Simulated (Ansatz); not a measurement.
The cell below belongs to a search over invented structures; it isn't taken from experiment.

Input and command of a plane-wave DFT calculation in Ansatz:

```yaml
crystal:
  lattice:
    - [-5.1768896982, 5.1768896982, 2.5497277166]
    - [5.1768896982, -5.1768896982, 2.5497277166]
    - [5.1768896982, 5.1768896982, -2.5497277166]
  atoms:
    - { symbol: Zr, position: [0.6720580175, 0.1720580175, 0.8441160349] }
    - { symbol: Zr, position: [0.3279419825, 0.8279419825, 0.1558839651] }
    - { symbol: Zr, position: [0.1720580175, 0.3279419825, 0.5] }
    - { symbol: Zr, position: [0.8279419825, 0.6720580175, 0.5] }
    - { symbol: B, position: [0.75, 0.75, 0.0] }
    - { symbol: B, position: [0.25, 0.25, 0.0] }
    - { symbol: W, position: [0.4400378711, 0.3213523948, 0.7613902659] }
    - { symbol: W, position: [0.8213523948, 0.9400378711, 0.7613902659] }
    - { symbol: W, position: [0.5599621289, 0.6786476052, 0.2386097341] }
    - { symbol: W, position: [0.1786476052, 0.0599621289, 0.2386097341] }
    - { symbol: W, position: [0.9400378711, 0.1786476052, 0.1186854764] }
    - { symbol: W, position: [0.3213523948, 0.5599621289, 0.8813145236] }
    - { symbol: W, position: [0.75, 0.25, 0.5] }
    - { symbol: W, position: [0.25, 0.75, 0.5] }
    - { symbol: W, position: [0.0599621289, 0.8213523948, 0.8813145236] }
    - { symbol: W, position: [0.6786476052, 0.4400378711, 0.1186854764] }
basis:
  ecutwfc: 500
kpoints:
  mp_grid: { grid: [8, 8, 8] }
hamiltonian:
  xc: r2scan
scf:
  occupations: { method: gaussian, width: 0.1 }
output:
  forces: true
  stress: true
  eigenvalues: true
```

```bash
ansatz run input.yaml --threads 1 --pin off --max-ram 2560MiB --backend cpu --events-out ev --progress --plain --runs-dir out
```

Processor: AMD EPYC 9R45 96-Core Processor (Zen 5), 1 thread, on a host shared with other jobs.

Task: Estimate time, memory and problem size.

Result: About 93 s, peak memory 2.2 GiB. It solves 117 bands at 59 k points (after reduction by symmetry) with about 6913 plane waves, in 8 SCF iterations.
